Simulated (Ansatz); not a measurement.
Consider the following.

BaS:
```yaml
crystal:
  lattice:
    - [0.00000, 3.21427, 3.21427]
    - [3.21427, 0.00000, 3.21427]
    - [3.21427, 3.21427, 0.00000]
  atoms:
    - { symbol: Ba, position: [0.00000, 0.00000, 0.00000] }
    - { symbol: S, position: [0.50000, 0.50000, 0.50000] }
```

This is the PBE-relaxed structure.

All from PBE (plane waves, PAW; program Ansatz), unless another level is named. Predict the smallest direct gap on the standard path.

2.35 eV.

Give the formation energy from the elements (no fitted shifts).

-2.13 eV/atom.

What about the valence-band maximum?

at Γ.

Space group Fm-3m (rock salt). The PBE relaxation kept the symmetry of its start. The references are the lowest solids computed at this level, not always the standard phases. Spin–orbit coupling is left out wherever it is not named.

Potentials: the later of the program's two PAW sets.
